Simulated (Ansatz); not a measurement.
**Question.** Each is relaxed and computed with the program Ansatz at the r²SCAN level (PAW). Which is the only one with a gap?
A) CsPH2O4, P2_1 (Pearson symbol mP16)
B) InP, NiAs type
C) ZrH, P4_2/mmc (Zr on 2d, H on 2f)
D) EuPAu, P6_3/mmc (Eu on 2a, P on 2c, Au on 2d)

**Answer.** A, CsPH2O4, P2_1 (Pearson symbol mP16). CsPH2O4: gap 5.97 eV (indirect); InP: metal; EuPAu: metal; ZrH: metal. The 4f shell is in the valence, and the state reached may lie above the lowest one. Spin orders computed, not proven ground states: EuPAu, P6_3/mmc (Eu on 2a, P on 2c, Au on 2d) ferromagnetic. Typed or built starts, not in the databases checked: InP, NiAs type. Not the usual ambient phase: InP, NiAs type. Standing as an ambient phase not checked: CsPH2O4, P2_1 (Pearson symbol mP16); EuPAu, P6_3/mmc (Eu on 2a, P on 2c, Au on 2d); ZrH, P4_2/mmc (Zr on 2d, H on 2f). All cells were relaxed under the symmetry of their starts (and spin orders); stability against distortions was not tested throughout. Rows with no word on spin ran without spin polarisation. No Hubbard U is applied. Spin–orbit coupling is left out wherever it is not named.

Potentials: the later of the program's two PAW sets.
